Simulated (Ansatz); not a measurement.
LaNi2:
```cif
data_La8Ni16
_chemical_formula_sum 'La8 Ni16'
_space_group_name_H-M_alt 'Fd-3m :1'
_space_group_IT_number 227
_space_group_name_Hall 'F 4d 2 3 -1d'
_cell_length_a 7.30989
_cell_length_b 7.30989
_cell_length_c 7.30989
_cell_angle_alpha 90.000
_cell_angle_beta 90.000
_cell_angle_gamma 90.000
loop_
_atom_site_label
_atom_site_type_symbol
_atom_site_symmetry_multiplicity
_atom_site_Wyckoff_symbol
_atom_site_fract_x
_atom_site_fract_y
_atom_site_fract_z
_atom_site_occupancy
La1 La 8 a 0.00000 0.00000 0.00000 1
Ni1 Ni 16 d 0.62500 0.62500 0.62500 1
```
(The calculation used a cell of 6 atoms; values per cell refer to that cell.)

Relaxed with r²SCAN.

### Question
Which orbitals make up the states near the Fermi level in r²SCAN in the plane-wave PAW code Ansatz?

### Answer
Within 0.5 eV of the Fermi level: Ni 3d 48 %, La 5d 28 %, La 6s 9 %. Projections are on Löwdin-orthogonalised atomic valence shells; empty p or d shells of many metals are not among them.

### Question
Tabulate the density of states.

### Answer
States/eV per cell of 6 atoms, in 0.25 eV bins, energy from the Fermi level.

| E (eV) | total | Ni 3d | La 5d | La 4f |
|---|---|---|---|---|
| -7.05 | 0.00 | 0.00 | 0.00 | 0.00 |
| -6.80 | 0.07 | 0.00 | 0.00 | 0.00 |
| -6.55 | 0.20 | 0.01 | 0.00 | 0.00 |
| -6.30 | 0.31 | 0.02 | 0.00 | 0.00 |
| -6.05 | 0.44 | 0.03 | 0.01 | 0.00 |
| -5.80 | 0.61 | 0.06 | 0.03 | 0.00 |
| -5.55 | 0.88 | 0.09 | 0.08 | 0.01 |
| -5.30 | 1.55 | 0.19 | 0.23 | 0.01 |
| -5.05 | 3.40 | 0.42 | 0.89 | 0.01 |
| -4.80 | 1.53 | 0.19 | 0.64 | 0.00 |
| -4.55 | 2.34 | 0.39 | 1.04 | 0.01 |
| -4.30 | 2.35 | 0.53 | 0.98 | 0.02 |
| -4.05 | 1.98 | 0.67 | 0.73 | 0.03 |
| -3.80 | 2.14 | 1.05 | 0.66 | 0.04 |
| -3.55 | 4.52 | 2.50 | 1.12 | 0.08 |
| -3.30 | 5.10 | 3.14 | 0.93 | 0.08 |
| -3.05 | 7.61 | 5.65 | 0.86 | 0.09 |
| -2.80 | 11.11 | 9.15 | 0.96 | 0.12 |
| -2.55 | 23.71 | 20.95 | 1.65 | 0.25 |
| -2.30 | 20.23 | 16.95 | 2.16 | 0.23 |
| -2.05 | 13.88 | 11.32 | 1.35 | 0.17 |
| -1.80 | 14.16 | 12.04 | 0.92 | 0.19 |
| -1.55 | 12.92 | 11.19 | 0.70 | 0.17 |
| -1.30 | 24.44 | 22.94 | 0.54 | 0.29 |
| -1.05 | 12.13 | 11.20 | 0.49 | 0.11 |
| -0.80 | 4.12 | 3.67 | 0.21 | 0.06 |
| -0.55 | 5.24 | 3.73 | 0.87 | 0.10 |
| -0.30 | 4.48 | 2.55 | 0.86 | 0.10 |
| -0.05 | 3.43 | 1.61 | 0.80 | 0.11 |
| 0.20 | 3.15 | 1.17 | 1.21 | 0.23 |
| 0.45 | 4.65 | 1.82 | 1.87 | 0.39 |
| 0.70 | 9.33 | 3.28 | 3.98 | 0.74 |
| 0.95 | 7.15 | 1.96 | 3.28 | 0.86 |
| 1.20 | 3.74 | 0.81 | 1.67 | 0.64 |
| 1.45 | 2.23 | 0.41 | 0.99 | 0.60 |
| 1.70 | 1.39 | 0.21 | 0.58 | 0.48 |
| 1.95 | 7.49 | 1.15 | 3.66 | 1.78 |
| 2.20 | 8.78 | 0.83 | 3.04 | 3.85 |
| 2.45 | 20.46 | 1.07 | 2.39 | 15.49 |

The workflow started from an entry of the Crystallography Open Database (COD). Whether it is the stable phase at ambient conditions was not checked. Symmetry was held in the r²SCAN relaxation; whether a distortion lowers the energy is not shown. The workflow began spin-polarised and lost its moments. Scalar-relativistic: spin–orbit coupling is off unless named, which matters more the heavier the elements.

Potentials: the later of the program's two PAW sets.
